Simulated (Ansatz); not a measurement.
# NiPt4 (P6_3/mmc) at 2 levels of theory

One geometry, relaxed with PBE; plane waves with PAW potentials in Ansatz, scalar-relativistic. Collinear spin, ending at 3.3 μB a primitive cell. Gaps are the least over mesh and band path; pressure is positive in compression.

```
Ni Pt
1.0
     2.74706    0.00000    0.00000
    -1.37353    2.37902    0.00000
     0.00000    0.00000   22.87601
Ni Pt
2 8
Cartesian
  0.0000 1.5860 17.1570
  1.3735 0.7930 5.7190
  0.0000 1.5860 21.6725
  0.0000 1.5860 12.6415
  1.3735 0.7930 1.2035
  1.3735 0.7930 10.2345
  0.0000 1.5860 3.6224
  0.0000 1.5860 7.8156
  1.3735 0.7930 15.0604
  1.3735 0.7930 19.2536
```

| level | cutoff (eV) | k mesh | gap (eV) | pressure (GPa) | largest moment (μB) |
| --- | --- | --- | --- | --- | --- |
| PBE | 420 | 18×18×2 | 0 | 0.0 | 0.92 |

What comes out on the same cell with r2SCAN?

| level | cutoff (eV) | k mesh | gap (eV) | pressure (GPa) | largest moment (μB) |
| --- | --- | --- | --- | --- | --- |
| r2SCAN | 500 | 18×18×2 | 0 | -4.6 | 1.14 |

The state reached may not be the lowest one. Spin-orbit coupling matters for the bands of heavy elements and is left out.

It was reached by relaxing an invented guess, and it needn't be the stable form of this composition.
